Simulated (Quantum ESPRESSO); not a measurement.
# Strain and stress in Ti2GaHfO7F

Calculated results; nothing here was measured. They come from pw.x of Quantum ESPRESSO 7.5, a plane-wave density functional program, with PseudoDojo standard norm-conserving files (v0.5 for PBE, v0.4.1 for LDA and PBEsol). The cells are made up: elements, strain and atom displacements were drawn at random, and nothing was relaxed. There is no spin polarisation, spin-orbit coupling or dispersion term.

The hafnium file is less sure than the others, with forces about 3 percent (worst 6) and pressure in oxides about 1.5 GPa (worst 2.7) from a second method in checks, which no rerun with the same files tests.

The cell has 12 sites of a rutile lattice (two cells along c). Sites 1 to 4 hold Ti Ti Ga Hf; sites 5 to 12 hold O O O O O O O F. Cell vectors in Å: (4.669, 0.058, -0.041); (0.058, 4.771, 0.031); (-0.053, 0.040, 6.132). Settings: PBE, cutoff 1143 eV, 5 x 5 x 4 k mesh shifted by half a step, Fermi-Dirac smearing of 0.025 eV.

Each run adds a shear xy (given as the tensor component) to one cell, with the atoms carried along; the vectors above are those of run 5. Stress is positive in tension and P is minus a third of its trace. E is the free energy for each atom above the lowest run shown. The last column is band 50 less band 49 at Gamma, from a band step after each run.

```
run  strain (%)  s_xx (GPa)  s_yy (GPa)  s_zz (GPa)  s_xy (GPa)  P (GPa)  E (meV/atom)  level step at Gamma (eV)
  1       -2.11       -0.07        2.33        0.31       -0.37    -0.86          0.00                     1.613
  2       -1.85       -0.06        2.32        0.48        0.56    -0.91          0.04                     1.606
  3       -1.37       -0.11        2.24        0.75        2.29    -0.96          1.01                     1.592
  5        0.16       -0.55        1.65        1.41        7.85    -0.84         12.01                     1.539
  6        0.89       -0.93        1.18        1.59       10.56    -0.61         21.57                     1.510
  7        1.57       -1.38        0.63        1.70       13.10    -0.32         32.97                     1.481
  4       -0.30           ?           ?           ?           ?        ?             ?                         ?
```

A rerun of one of these cells at 1437 eV and k mesh 7 x 7 x 6 moved values by no more than 0.004 eV in the cell's energy, 0.04 GPa in stress and 0.002 eV/Å in force.

## Worked fit

A parabola through the six runs shown gives s_xy = 7.27 + 3.67 e + 0.026 e² GPa, with e in per cent and a scatter of 0.01 GPa. The slope is a stiffness of 367 ± 1 GPa for each unit of this strain at e = 0, twice a shear constant under the stress shown, since the tensor component is half the shear angle. The atoms are clamped, and relaxing them would in general lower it. The error is the larger of the fit's own and the change that a cubic makes, rounded up.

## Withheld run

Question: what s_xy should run 4 give?

The fit gives 6.17 GPa. The calculation gave 6.17 GPa.

| run | strain (%) | s_xx (GPa) | s_yy (GPa) | s_zz (GPa) | s_xy (GPa) | P (GPa) | E (meV/atom) | level step at Gamma (eV) |
| --- | --- | --- | --- | --- | --- | --- | --- | --- |
| 4 | -0.30 | -0.37 | 1.88 | 1.24 | 6.17 | -0.92 | 7.43 | 1.556 |